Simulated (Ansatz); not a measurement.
Geometry optimisation in Ansatz: input, command and trajectory.

```yaml
crystal:
  lattice:
    - [8.48624822, -3.11950966, 0.0]
    - [8.48624822, 3.11950966, 0.0]
    - [0.0, 0.0, 6.24619064]
  atoms:
    - { symbol: Co, position: [0.42016542, 0.42016542, 0.0] }
    - { symbol: Co, position: [0.92016542, 0.92016542, 0.5] }
    - { symbol: Co, position: [0.57983458, 0.57983458, 0.0] }
    - { symbol: Co, position: [0.07983458, 0.07983458, 0.5] }
    - { symbol: Sn, position: [0.83693444, 0.16306556, 0.16257766] }
    - { symbol: Sn, position: [0.33693444, 0.66306556, 0.33742234] }
    - { symbol: Sn, position: [0.66306556, 0.33693444, 0.66257766] }
    - { symbol: Sn, position: [0.16306556, 0.83693444, 0.83742234] }
    - { symbol: Sn, position: [0.02329107, 0.64685299, 0.1909067] }
    - { symbol: Sn, position: [0.52329107, 0.14685299, 0.3090933] }
    - { symbol: Sn, position: [0.14685299, 0.52329107, 0.6909067] }
    - { symbol: Sn, position: [0.64685299, 0.02329107, 0.8090933] }
    - { symbol: Sn, position: [0.35314701, 0.97670893, 0.1909067] }
    - { symbol: Sn, position: [0.85314701, 0.47670893, 0.3090933] }
    - { symbol: Sn, position: [0.47670893, 0.85314701, 0.6909067] }
    - { symbol: Sn, position: [0.97670893, 0.35314701, 0.8090933] }
basis:
  ecutwfc: 500
kpoints:
  mp_grid: { grid: [6, 6, 6] }
hamiltonian:
  xc: r2scan
scf:
  occupations: { method: gaussian, width: 0.1 }
output:
  forces: true
  stress: true
  eigenvalues: true
  write_density: true
  write_potential: true
  elf: true
  volumetric_format: npy
relax:
  adjacent_minimum: "off"
  f_tol: 0.005
  max_steps: 80
  cell: { stress_tol: 0.05 }
```

```bash
ansatz run input.yaml --threads 4 --pin off --max-ram 10240MiB --backend cpu --events-out ev --progress --plain --runs-dir out
```

Theory: DFT r2SCAN, scalar-relativistic, plane waves, PAW in Ansatz.

Of 6 frames 5 are shown, positions in Å and forces in eV/Å; the SCF threshold varies from step to step. Steps run on the plane waves of an earlier cell, with a Pulay correction in the pressure. The basis is chosen afresh for the last frame, the zero of the energies, and at times for earlier ones too; energy and pressure can step there, also at an unchanged geometry. Where two frames share a geometry here, they differ by under 2 meV/atom and 0.3 GPa. The mark taken_back stands on steps that the optimiser undid.

```xyz
16
Lattice="8.4862 -3.1195 0.0000 8.4862 3.1195 0.0000 0.0000 0.0000 6.2462" Properties=species:S:1:pos:R:3:forces:R:3 pbc="T T T" step=1 free_energy_over_end_meV_per_atom=0.08 pressure_GPa=-0.23
Co    7.1313    0.0000    0.0000   -0.0020    0.0000    0.0000
Co   15.6175    0.0000    3.1231   -0.0020    0.0000    0.0000
Co    9.8412    0.0000    0.0000    0.0020    0.0000    0.0000
Co    1.3550    0.0000    3.1231    0.0020    0.0000    0.0000
Sn    8.4862   -2.1021    1.0155    0.0000    0.0152    0.0175
Sn    8.4862    1.0174    2.1076    0.0000    0.0152   -0.0175
Sn    8.4862   -1.0174    4.1386    0.0000   -0.0152    0.0175
Sn    8.4862    2.1021    5.2307    0.0000   -0.0152   -0.0175
Sn    5.6870    1.9452    1.1924    0.0030   -0.0089   -0.0128
Sn    5.6870   -1.1743    1.9307    0.0030   -0.0089    0.0128
Sn    5.6870    1.1743    4.3155    0.0030    0.0089   -0.0128
Sn    5.6870   -1.9452    5.0538    0.0030    0.0089    0.0128
Sn   11.2855    1.9452    1.1924   -0.0030   -0.0089   -0.0128
Sn   11.2855   -1.1743    1.9307   -0.0030   -0.0089    0.0128
Sn   11.2855    1.1743    4.3155   -0.0030    0.0089   -0.0128
Sn   11.2855   -1.9452    5.0538   -0.0030    0.0089    0.0128
16
Lattice="8.4619 -3.1165 0.0000 8.4619 3.1165 0.0000 0.0000 0.0000 6.2275" Properties=species:S:1:pos:R:3:forces:R:3 pbc="T T T" step=2 free_energy_over_end_meV_per_atom=0.09 pressure_GPa=0.29 taken_back
Co    7.1068    0.0000    0.0000    0.0048    0.0000    0.0000
Co   15.5687    0.0000    3.1138    0.0048    0.0000    0.0000
Co    9.8169    0.0000    0.0000   -0.0048    0.0000    0.0000
Co    1.3551    0.0000    3.1138   -0.0048    0.0000    0.0000
Sn    8.4619   -2.0958    1.0154    0.0000   -0.0209   -0.0102
Sn    8.4619    1.0207    2.0983    0.0000   -0.0209    0.0102
Sn    8.4619   -1.0207    4.1292    0.0000    0.0209   -0.0102
Sn    8.4619    2.0958    5.2121    0.0000    0.0209    0.0102
Sn    5.6660    1.9461    1.1792    0.0231    0.0031   -0.0036
Sn    5.6660   -1.1704    1.9346    0.0231    0.0031    0.0036
Sn    5.6660    1.1704    4.2929    0.0231   -0.0031   -0.0036
Sn    5.6660   -1.9461    5.0484    0.0231   -0.0031    0.0036
Sn   11.2578    1.9461    1.1792   -0.0231    0.0031   -0.0036
Sn   11.2578   -1.1704    1.9346   -0.0231    0.0031    0.0036
Sn   11.2578    1.1704    4.2929   -0.0231   -0.0031   -0.0036
Sn   11.2578   -1.9461    5.0484   -0.0231   -0.0031    0.0036
16
Lattice="8.4743 -3.1167 0.0000 8.4743 3.1167 0.0000 0.0000 0.0000 6.2406" Properties=species:S:1:pos:R:3:forces:R:3 pbc="T T T" step=3 free_energy_over_end_meV_per_atom=-0.01 pressure_GPa=0.02
Co    7.1197    0.0000    0.0000    0.0008    0.0000    0.0000
Co   15.5941    0.0000    3.1203    0.0008    0.0000    0.0000
Co    9.8289    0.0000    0.0000   -0.0008    0.0000    0.0000
Co    1.3546    0.0000    3.1203   -0.0008    0.0000    0.0000
Sn    8.4743   -2.0988    1.0167    0.0000   -0.0001   -0.0005
Sn    8.4743    1.0179    2.1036    0.0000   -0.0001    0.0005
Sn    8.4743   -1.0179    4.1370    0.0000    0.0001   -0.0005
Sn    8.4743    2.0988    5.2239    0.0000    0.0001    0.0005
Sn    5.6779    1.9451    1.1859    0.0006   -0.0031   -0.0073
Sn    5.6779   -1.1716    1.9344    0.0006   -0.0031    0.0073
Sn    5.6779    1.1716    4.3062    0.0006    0.0031   -0.0073
Sn    5.6779   -1.9451    5.0547    0.0006    0.0031    0.0073
Sn   11.2707    1.9451    1.1859   -0.0006   -0.0031   -0.0073
Sn   11.2707   -1.1716    1.9344   -0.0006   -0.0031    0.0073
Sn   11.2707    1.1716    4.3062   -0.0006    0.0031   -0.0073
Sn   11.2707   -1.9451    5.0547   -0.0006    0.0031    0.0073
16
Lattice="8.4722 -3.1168 0.0000 8.4722 3.1168 0.0000 0.0000 0.0000 6.2423" Properties=species:S:1:pos:R:3:forces:R:3 pbc="T T T" step=4 free_energy_over_end_meV_per_atom=-0.01 pressure_GPa=-0.02
Co    7.1173    0.0000    0.0000    0.0062    0.0000    0.0000
Co   15.5895    0.0000    3.1212    0.0062    0.0000    0.0000
Co    9.8271    0.0000    0.0000   -0.0062    0.0000    0.0000
Co    1.3549    0.0000    3.1212   -0.0062    0.0000    0.0000
Sn    8.4722   -2.0986    1.0170    0.0000    0.0000    0.0014
Sn    8.4722    1.0182    2.1041    0.0000    0.0000   -0.0014
Sn    8.4722   -1.0182    4.1382    0.0000    0.0000    0.0014
Sn    8.4722    2.0986    5.2253    0.0000    0.0000   -0.0014
Sn    5.6765    1.9463    1.1816   -0.0013   -0.0008    0.0026
Sn    5.6765   -1.1706    1.9396   -0.0013   -0.0008   -0.0026
Sn    5.6765    1.1706    4.3028   -0.0013    0.0008    0.0026
Sn    5.6765   -1.9463    5.0607   -0.0013    0.0008   -0.0026
Sn   11.2679    1.9463    1.1816    0.0013   -0.0008    0.0026
Sn   11.2679   -1.1706    1.9396    0.0013   -0.0008   -0.0026
Sn   11.2679    1.1706    4.3028    0.0013    0.0008    0.0026
Sn   11.2679   -1.9463    5.0607    0.0013    0.0008   -0.0026
16
Lattice="8.4734 -3.1168 0.0000 8.4734 3.1168 0.0000 0.0000 0.0000 6.2411" Properties=species:S:1:pos:R:3:forces:R:3 pbc="T T T" step=6 free_energy_over_end_meV_per_atom=0.00 pressure_GPa=0.00
Co    7.1189    0.0000    0.0000    0.0018    0.0000    0.0000
Co   15.5923    0.0000    3.1206    0.0018    0.0000    0.0000
Co    9.8280    0.0000    0.0000   -0.0018    0.0000    0.0000
Co    1.3546    0.0000    3.1206   -0.0018    0.0000    0.0000
Sn    8.4734   -2.0988    1.0169    0.0000    0.0001    0.0002
Sn    8.4734    1.0180    2.1037    0.0000    0.0001   -0.0002
Sn    8.4734   -1.0180    4.1374    0.0000   -0.0001    0.0002
Sn    8.4734    2.0988    5.2242    0.0000   -0.0001   -0.0002
Sn    5.6773    1.9452    1.1829   -0.0005   -0.0002    0.0001
Sn    5.6773   -1.1716    1.9376   -0.0005   -0.0002   -0.0001
Sn    5.6773    1.1716    4.3035   -0.0005    0.0002    0.0001
Sn    5.6773   -1.9452    5.0582   -0.0005    0.0002   -0.0001
Sn   11.2696    1.9452    1.1829    0.0005   -0.0002    0.0001
Sn   11.2696   -1.1716    1.9376    0.0005   -0.0002   -0.0001
Sn   11.2696    1.1716    4.3035    0.0005    0.0002    0.0001
Sn   11.2696   -1.9452    5.0582    0.0005    0.0002   -0.0001
```

Time: 17 min on 4 threads of Intel(R) Xeon(R) Processor @ 2.50GHz (Skylake/Cascade Lake), on a shared host, peak memory 3.8 GiB.

Spin polarisation was left out, and a magnetic state may lie lower.